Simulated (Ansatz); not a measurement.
Input file for Ansatz (a first-principles code):

Ansatz 0.2 input:
```yaml
crystal:
  lattice:
    - [5.2642011075, 0.0, 0.0]
    - [-2.6321005538, 4.5589318897, 0.0]
    - [0.0, 0.0, 4.9112581318]
  atoms:
    - { symbol: Ta, position: [0.6670419132, 0.6670419132, 0.752619561] }
    - { symbol: Ta, position: [0.3329580868, 0.3329580868, 0.247380439] }
    - { symbol: Ta, position: [0.3329580868, 0.0, 0.752619561] }
    - { symbol: Ta, position: [0.6670419132, 0.0, 0.247380439] }
    - { symbol: Ta, position: [0.0, 0.3329580868, 0.752619561] }
    - { symbol: Ta, position: [0.0, 0.6670419132, 0.247380439] }
    - { symbol: N, position: [0.6666666667, 0.3333333333, 0.5] }
    - { symbol: N, position: [0.3333333333, 0.6666666667, 0.5] }
    - { symbol: N, position: [0.0, 0.0, 0.0] }
kpoints:
  mp_grid: { grid: [7, 7, 6] }
  band_path:
    path:
      - [[0.0, 0.0, 0.0], [0.5, 0.0, 0.0], [0.3333333333, 0.3333333333, 0.0], [0.0, 0.0, 0.0], [0.0, 0.0, 0.5], [0.5, 0.0, 0.5], [0.3333333333, 0.3333333333, 0.5], [0.0, 0.0, 0.5]]  # Γ-M-K-Γ-A-L-H-A
      - [[0.5, 0.0, 0.5], [0.5, 0.0, 0.0]]  # L-M
      - [[0.3333333333, 0.3333333333, 0.5], [0.3333333333, 0.3333333333, 0.0], [0.3333333333, 0.3333333333, -0.5]]  # H-K-H_2
    npoints: 7
basis: { xc_grid: 2 }
hamiltonian:
  xc: pbesol
  pseudopotentials: { azcp: { folder: ./paw }, kind: paw_fr }
magnetization: { noncollinear: true, spin_orbit: true }
scf:
  n_extra_bands: 19
  convergence: { dr2_threshold: 0.0000000001 }
  occupations: { method: gaussian, width: 0.05 }
output: { eigenvalues: true }
```

Output (shortened):

```
Pseudopotentials: kind: paw_fr
Pseudopotential: Ta, paw, valence charge 13
Pseudopotential: N, paw, valence charge 5
Functional definition: PBEsol
non-collinear run that drives no moment, with spin-orbit …
Crystal: 9 atoms, lattice volume = 117.866 Å³
Basis set: ecut = 420 eV, 2303 PW (Γ), exchange–correlation on 72×72×72 points (8 copies of the dense FFT grid, shifted against one another)
Bands: 112, of which v1, the nominal top of the filled ones, is band 93 counted from 1 (92 counted from 0)
Symmetry: 12 space group operations + 12 with time reversal
k-points: 40 of 294
Projection manifold: j_resolved (fully-relativistic pseudo-atomic orbitals)
PAW frozen core: Ta, regenerated for the run's functional, and the local potential with it
PAW frozen core: N, regenerated for the run's functional, and the local potential with it
Initial density: superposition of atomic densities (chi_scale 0.1, normalization cell, long waves kept (reshape's long-wave potential 0.02 eV rms))
Initial wavefunctions: pseudopotential atomic-orbital guess
Eigensolver: davidson
Functional: x = pbesol(κ = 0.804, μ = 0.12345679012345678), c = pbesol(β = 0.046)
SCF iter   1: F=—  HF=-60123.163855 eV  |F-HF|=—  |Δ(HF+E_count)|=         —  Δρ=4.53e-2  dr2=3.45e0  dr2_m=0.00e0 (ungated)  ethr=3.10e-3  |M|=0.00e0 ∫|m|=0.00e0 μB  |m|>n=0.0e0 m-floor=0.0e0 τ_xc=0.0e0  β_m=0.30  ⟨swp⟩=5.3  Hψ=10604  notcnv=0  defer=32
all-band conjugate gradients solve this SCF's bands
preconditioner: auto → Resta (q_TF=auto, 2.623 Å⁻¹)
spin=Noncollinear: Resta preconditioning applied to the charge; magnetization (m_x, m_y, m_z) channels mix plain (no charge-response kernel on spin).
SCF iter   2: F=—  HF=-60122.722544 eV  |F-HF|=—  |Δ(HF+E_count)|=   4.41e-1  Δρ=3.32e-2  dr2=1.77e0  dr2_m=0.00e0 (ungated)  ethr=3.10e-3  |M|=0.00e0 ∫|m|=0.00e0 μB  |m|>n=0.0e0 m-floor=0.0e0 τ_xc=0.0e0  β_m=0.65  ⟨swp⟩=1.0  Hψ=2601  notcnv=0  defer=134
SCF iter   3: F=—  HF=-60122.221531 eV  |F-HF|=—  |Δ(HF+E_count)|=   5.01e-1  Δρ=7.05e-3  dr2=7.90e-2  dr2_m=0.00e0 (ungated)  ethr=1.90e-3  |M|=0.00e0 ∫|m|=0.00e0 μB  |m|>n=0.0e0 m-floor=0.0e0 τ_xc=0.0e0  β_m=0.61  ⟨swp⟩=3.0  Hψ=3733  notcnv=0  defer=486
SCF iter   4: F=—  HF=-60122.203063 eV  |F-HF|=—  |Δ(HF+E_count)|=   1.85e-2  Δρ=1.86e-3  dr2=3.66e-3  dr2_m=0.00e0 (ungated)  ethr=8.49e-5  |M|=0.00e0 ∫|m|=0.00e0 μB  |m|>n=0.0e0 m-floor=0.0e0 τ_xc=0.0e0  β_m=0.81  ⟨swp⟩=2.1  Hψ=3464  notcnv=0  defer=502
SCF iter   5: F=—  HF=-60122.201878 eV  |F-HF|=—  |Δ(HF+E_count)|=   1.19e-3  Δρ=2.86e-4  dr2=1.09e-4  dr2_m=0.00e0 (ungated)  ethr=3.93e-6  |M|=0.00e0 ∫|m|=0.00e0 μB  |m|>n=0.0e0 m-floor=0.0e0 τ_xc=0.0e0  β_m=0.90  ⟨swp⟩=2.2  Hψ=2728  notcnv=0  defer=502
SCF iter   6: F=—  HF=-60122.201863 eV  |F-HF|=—  |Δ(HF+E_count)|=   1.51e-5  Δρ=7.56e-5  dr2=5.08e-6  dr2_m=0.00e0 (ungated)  ethr=1.17e-7  |M|=0.00e0 ∫|m|=0.00e0 μB  |m|>n=0.0e0 m-floor=0.0e0 τ_xc=0.0e0  β_m=0.92  ⟨swp⟩=2.0  Hψ=2850  notcnv=0  defer=502
SCF iter   7: F=—  HF=-60122.202059 eV  |F-HF|=—  |Δ(HF+E_count)|=   1.96e-4  Δρ=4.52e-5  dr2=2.42e-6  dr2_m=0.00e0 (ungated)  ethr=5.47e-9  |M|=0.00e0 ∫|m|=0.00e0 μB  |m|>n=0.0e0 m-floor=0.0e0 τ_xc=0.0e0  β_m=0.78  ⟨swp⟩=2.0  Hψ=2903  notcnv=0  defer=502
SCF iter   8: F=—  HF=-60122.202058 eV  |F-HF|=—  |Δ(HF+E_count)|=   5.54e-7  Δρ=8.95e-6  dr2=9.23e-8  dr2_m=0.00e0 (ungated)  ethr=2.60e-9  |M|=0.00e0 ∫|m|=0.00e0 μB  |m|>n=0.0e0 m-floor=0.0e0 τ_xc=0.0e0  β_m=0.89  ⟨swp⟩=2.0  Hψ=2839  notcnv=0  defer=502
SCF iter  10: F=-60122.202058 eV  HF=-60122.202058 eV  |F-HF|=0.00e0  |Δ(HF+E_count)|=  5.38e-10  Δρ=1.16e-7  dr2=1.45e-11  dr2_m=0.00e0 (ungated)  ethr=1.00e-12  |M|=0.00e0 ∫|m|=0.00e0 μB  |m|>n=0.0e0 m-floor=0.0e0 τ_xc=0.0e0  ⟨swp⟩=10.1  Hψ=8116  notcnv=0
SCF 1 converged in 10 iterations: F = -60122.202058 eV  dr2 = 1.45e-11
NSCF: frozen V_eff on 73 k-points
SCF converged after 10 iterations
Magnetization: |M| = 0.0000 μB,  M = (+0.0000, +0.0000, +0.0000) μB
Absolute magnetization: 0.0000 μB (∫|m|)
  site 0: m = (+0.0000, +0.0000, +0.0000) μB, |m| = 0.0000 μB  (R = 0.88 Å)
  site 1: m = (+0.0000, +0.0000, +0.0000) μB, |m| = 0.0000 μB  (R = 0.88 Å)
  site 2: m = (+0.0000, +0.0000, +0.0000) μB, |m| = 0.0000 μB  (R = 0.88 Å)
  site 3: m = (+0.0000, +0.0000, +0.0000) μB, |m| = 0.0000 μB  (R = 0.88 Å)
  site 4: m = (+0.0000, +0.0000, +0.0000) μB, |m| = 0.0000 μB  (R = 0.88 Å)
  site 5: m = (+0.0000, +0.0000, +0.0000) μB, |m| = 0.0000 μB  (R = 0.88 Å)
  site 6: m = (+0.0000, +0.0000, +0.0000) μB, |m| = 0.0000 μB  (R = 0.89 Å)
  site 7: m = (+0.0000, +0.0000, +0.0000) μB, |m| = 0.0000 μB  (R = 0.89 Å)
  site 8: m = (+0.0000, +0.0000, +0.0000) μB, |m| = 0.0000 μB  (R = 0.88 Å)
Free energy (F): -60122.202058 eV
Harris-Foulkes:  -60122.202058 eV  (|F-HF|=0.00e0)
Internal energy: -60122.198566 eV  (E = F + TS)
E sigma→0 (E₀):  -60122.200312 eV
Entropy (-TS):   -0.003492 eV (-0.388 meV/atom)
Fermi energy:    19.945567 eV
--- Per-component energies (eV) ---
  E_band       = -506.595836
  E_kinetic    = 2732.768275
  E_local      = -3553.132193  (includes V_loc(G=0)·N_el)
  E_nonlocal   = 58.594309
  E_hartree    = 1288.575587
  E_xc         = -2082.826039
  E_vxc        = -1618.780874  (∫ρ·V_xc dr)
  E_paw        = -49583.363628  (= ΣΔE_a)
  E_vpaw       = -703.199485  (= ΣTr[D̂ρ^β])
  E_aug_tail   = 0.002909  (compensation charges beyond the density's cutoff)
  E_ewald      = -8984.215434
  E_core_change = 1.397649  (= ΣΔE_core)
  E_smearing   = -0.003492  (= −TS)
  E_closure    =  0.000000  (closes the sum)
  Σ components = -60122.202058   (vs F -60122.202058, Δ=0.00e0)
  [band-id]    e_kinetic+e_local+e_nonlocal+2·e_hartree+e_vxc+e_vpaw+e_augmentation_tail = -506.595886   (vs E_band -506.595836, Δ=-5.00e-5)
--- Band table (eV; the first three rows and the last of 40) ---
  k-point 0: bands = ["-48.1913", "-48.1913", "-48.1088", "-48.1088", "-48.0940", "-48.0940", "-48.0940", "-48.0940", "-48.0934", "-48.0934", "-48.0934", "-48.0934", "-21.1756", "-21.1756", "-21.1630", "-21.1630", "-21.1446", "-21.1446", "-21.1420", "-21.1420", "-21.1027", "-21.1027", "-20.8497", "-20.8497", "-13.0288", "-13.0288", "-12.8262", "-12.8262", "-12.6934", "-12.6934", "-12.6735", "-12.6735", "-12.5848", "-12.5848", "-12.4999", "-12.4999", "-12.4952", "-12.4952", "-12.3856", "-12.3856", "-12.3760", "-12.3760", "-12.0650", "-12.0650", "-11.9252", "-11.9252", "-11.9094", "-11.9094", "2.1030", "2.1030", "3.5838", "3.5838", "4.2508", "4.2508", "11.2794", "11.2794", "12.5191", "12.5191", "12.7549", "12.7549", "12.8318", "12.8318", "12.9568", "12.9568", "13.4904", "13.4904", "13.7004", "13.7004", "13.7199", "13.7199", "13.9237", "13.9237", "14.0224", "14.0224", "16.7663", "16.7663", "17.1885", "17.1885", "17.3391", "17.3391", "17.9422", "17.9422", "17.9428", "17.9428", "18.2897", "18.2897", "19.0826", "19.0826", "19.3635", "19.3635", "19.5784", "19.5784", "19.5798", "19.5798", "19.6668", "19.6668", "20.1032", "20.1032", "20.6350", "20.6350", "20.8804", "20.8804", "21.7100", "21.7100", "21.7431", "21.7431", "22.8796", "22.8796", "23.0249", "23.0249", "23.4454", "23.4454"]
  k-point 1: bands = ["-48.1858", "-48.1858", "-48.1144", "-48.1144", "-48.0944", "-48.0944", "-48.0944", "-48.0944", "-48.0931", "-48.0931", "-48.0931", "-48.0931", "-21.1723", "-21.1723", "-21.1629", "-21.1629", "-21.1521", "-21.1521", "-21.1366", "-21.1366", "-21.0884", "-21.0884", "-20.8672", "-20.8672", "-12.9995", "-12.9995", "-12.8628", "-12.8628", "-12.7540", "-12.7540", "-12.6283", "-12.6283", "-12.5612", "-12.5612", "-12.5034", "-12.5034", "-12.4854", "-12.4854", "-12.4400", "-12.4400", "-12.2681", "-12.2681", "-12.0555", "-12.0555", "-11.9733", "-11.9733", "-11.9343", "-11.9343", "2.2480", "2.2480", "3.5910", "3.5910", "4.1169", "4.1169", "11.3689", "11.3689", "11.9767", "11.9767", "12.1067", "12.1067", "13.2440", "13.2440", "13.2489", "13.2489", "13.4691", "13.4691", "13.5929", "13.5929", "13.6564", "13.6564", "13.9681", "13.9681", "14.7370", "14.7370", "16.9188", "16.9188", "17.3186", "17.3186", "17.4757", "17.4757", "17.9057", "17.9057", "17.9540", "17.9540", "18.1955", "18.1955", "18.8723", "18.8723", "18.9946", "18.9946", "19.2687", "19.2687", "19.5293", "19.5293", "19.9802", "19.9802", "20.3810", "20.3810", "21.0056", "21.0056", "21.2393", "21.2393", "21.6274", "21.6274", "21.6308", "21.6308", "22.2916", "22.2916", "22.9797", "22.9797", "23.4062", "23.4062"]
  k-point 2: bands = ["-48.1709", "-48.1709", "-48.1295", "-48.1295", "-48.0948", "-48.0948", "-48.0948", "-48.0948", "-48.0927", "-48.0927", "-48.0927", "-48.0927", "-21.1688", "-21.1688", "-21.1619", "-21.1619", "-21.1596", "-21.1596", "-21.1330", "-21.1330", "-21.0445", "-21.0445", "-20.9149", "-20.9149", "-12.9815", "-12.9815", "-12.8711", "-12.8711", "-12.7776", "-12.7776", "-12.6830", "-12.6830", "-12.5032", "-12.5032", "-12.4820", "-12.4820", "-12.4728", "-12.4728", "-12.3972", "-12.3972", "-12.1790", "-12.1790", "-12.1334", "-12.1334", "-12.0299", "-12.0299", "-11.9596", "-11.9596", "2.6379", "2.6379", "3.5717", "3.5717", "3.7832", "3.7832", "11.5049", "11.5049", "11.5617", "11.5617", "11.6037", "11.6037", "12.8592", "12.8592", "13.1946", "13.1946", "13.2958", "13.2958", "13.5948", "13.5948", "14.0821", "14.0821", "14.5091", "14.5091", "15.7543", "15.7543", "17.2839", "17.2839", "17.5213", "17.5213", "17.6710", "17.6710", "17.9470", "17.9470", "17.9630", "17.9630", "18.1045", "18.1045", "18.3264", "18.3264", "18.6217", "18.6217", "18.8251", "18.8251", "19.1743", "19.1743", "20.4566", "20.4566", "20.6097", "20.6097", "21.2924", "21.2924", "21.5756", "21.5756", "21.6468", "21.6468", "21.8934", "21.8934", "22.0558", "22.0558", "22.7153", "22.7153", "22.7437", "22.7437"]
  k-point 39: bands = ["-48.1437", "-48.1437", "-48.1278", "-48.1278", "-48.1275", "-48.1275", "-48.0955", "-48.0955", "-48.0909", "-48.0909", "-48.0901", "-48.0901", "-21.1683", "-21.1683", "-21.1599", "-21.1599", "-21.1471", "-21.1471", "-21.0579", "-21.0579", "-21.0484", "-21.0484", "-21.0022", "-21.0022", "-12.9376", "-12.9376", "-12.8625", "-12.8625", "-12.7371", "-12.7371", "-12.5980", "-12.5980", "-12.5419", "-12.5419", "-12.4984", "-12.4984", "-12.4465", "-12.4465", "-12.3700", "-12.3700", "-12.2945", "-12.2945", "-12.1404", "-12.1404", "-12.0470", "-12.0470", "-12.0056", "-12.0056", "3.1359", "3.1359", "3.3487", "3.3487", "3.5076", "3.5076", "11.4771", "11.4771", "11.6743", "11.6743", "11.9644", "11.9644", "12.9409", "12.9409", "13.2438", "13.2438", "13.6583", "13.6583", "13.8866", "13.8866", "13.9674", "13.9674", "14.2471", "14.2471", "15.6767", "15.6767", "16.2160", "16.2160", "16.2555", "16.2555", "16.6279", "16.6279", "17.0251", "17.0251", "17.0825", "17.0825", "18.1281", "18.1281", "18.2050", "18.2050", "18.4091", "18.4091", "19.7347", "19.7347", "19.7933", "19.7933", "20.7119", "20.7119", "21.4269", "21.4269", "21.9416", "21.9416", "22.0118", "22.0118", "22.3519", "22.3519", "22.7817", "22.7817", "22.8492", "22.8492", "23.1460", "23.1460", "23.4805", "23.4805"]
  band table: 112 of 112 bands, residual norms ≤ 1.0e-3 eV
```

Cost: about 4 core-minutes (a rough figure) on shared cores.

Space group P-31m. The first step of the workflow began from a Materials Project structure, measured or hypothetical; the Crystallography Open Database copy checked does not list it. Its standing as an ambient phase is unchecked. Symmetry was held in the PBEsol relaxation; its stability against distortions is not shown here. No spin polarisation was allowed.

Potentials: the earlier of the program's two PAW sets. The files were generated under PBE; for other functionals the program regenerates the frozen cores, and for LDA and PBEsol the local potential too.

Ansatz is a plane-wave DFT program.
